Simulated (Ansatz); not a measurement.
MoP (WC type, space group P-6m2)

```
CELL_PARAMETERS angstrom
      3.20627     0.00000     0.00000
     -1.60314     2.77671     0.00000
      0.00000     0.00000     3.17380
ATOMIC_POSITIONS crystal
  Mo 0.00000 0.00000 0.00000
  P  0.66667 0.33333 0.50000
```

The slice is a (-1 2 -1 0) plane (indices of the conventional cell) through the point (0.000, 0.000, 0.000) (fractional), spanned by u = [001] and v = [210] in vectors of this cell: u (3.17 Å) and v (5.55 Å, at 90° to u). It covers one period; positions are fractions (u, v).

Calculation: PBEsol (plane waves to 420 eV, PAW, scalar-relativistic; Ansatz, a program for electronic structure). k mesh 17×17×15. These are valence fields of a PAW run, semicore shells included where kept as valence: close to a nucleus they are smooth pseudo fields. MoP is run without spin polarisation. MoP was relaxed with its symmetry unable to fall.

Three fields on this plane, each scaled to ten steps between its own extremes (0 low, 9 high; the total valence density on a logarithmic scale, the potential cut 8 eV below its top; x marks points blanked near nuclei; v = 0 in the bottom row):

Map A
```
|xxxxx1123211xxxx|
|xxxxx1133311xxxx|
|xxxxx1233321xxxx|
|xxxx112232211xxx|
|x221112222211122|
|1111111111111111|
|2222111000111222|
|4432110000011234|
|4432100000001234|
|4432100000001234|
|4443211000112344|
|4444333333333444|
|4445566666665544|
|4456788xxx887654|
|34579xxxxxxx9754|
|2358xxxxxxxxx853|
|2358xxxxxxxxx853|
|2368xxxxxxxxx863|
|236xxxxxxxxxxx63|
|2358xxxxxxxxx853|
|1247xxxxxxxxx742|
|11369xxxxxxx9631|
|x22369xxxxx96322|
|xxxx458999854xxx|
|xxxxx3477743xxxx|
|xxxxx2245422xxxx|
|xxxxx1123211xxxx|
|xxxxxx12321xxxxx|
```

Map B
```
|xxxxx9655569xxxx|
|xxxxx8655568xxxx|
|xxxxx7555557xxxx|
|xxxx765444567xxx|
|x987544434445789|
|6654433222334456|
|4433222111222334|
|3322111000111223|
|3222100000001222|
|3322110000011223|
|3332211111112233|
|4333333333333333|
|4444555565555444|
|4556678xxx876655|
|55678xxxxxxx8765|
|5568xxxxxxxxx865|
|5568xxxxxxxxx865|
|4578xxxxxxxxx875|
|457xxxxxxxxxxx75|
|5578xxxxxxxxx875|
|5678xxxxxxxxx876|
|67789xxxxxxx9877|
|x99999xxxxx99999|
|xxxx998888899xxx|
|xxxxx8777778xxxx|
|xxxxx9666669xxxx|
|xxxxx9655569xxxx|
|xxxxxx65556xxxxx|
```

Map C
```
|xxxxx0146410xxxx|
|xxxxx0256520xxxx|
|xxxxx0466640xxxx|
|xxxx035777530xxx|
|x000357787753000|
|1235678888876532|
|6677889999988776|
|8899999999999998|
|9999999999999999|
|9999999999999999|
|8899999999999998|
|8888887777788888|
|7777764333467777|
|6666420xxx024666|
|66641xxxxxxx1466|
|6652xxxxxxxxx256|
|6640xxxxxxxxx046|
|7640xxxxxxxxx046|
|764xxxxxxxxxxx46|
|6640xxxxxxxxx046|
|4430xxxxxxxxx034|
|00100xxxxxxx0010|
|x00000xxxxx00000|
|xxxx000000000xxx|
|xxxxx0244420xxxx|
|xxxxx0255520xxxx|
|xxxxx0046400xxxx|
|xxxxxx04640xxxxx|
```

Task: Assign the maps to these fields: electron localisation function (ELF); valence electron density; electrostatic potential energy of an electron, from the cell's mean.

Result: A is the electron localisation function (ELF); B is the valence electron density; C is the electrostatic potential energy of an electron, from the cell's mean.
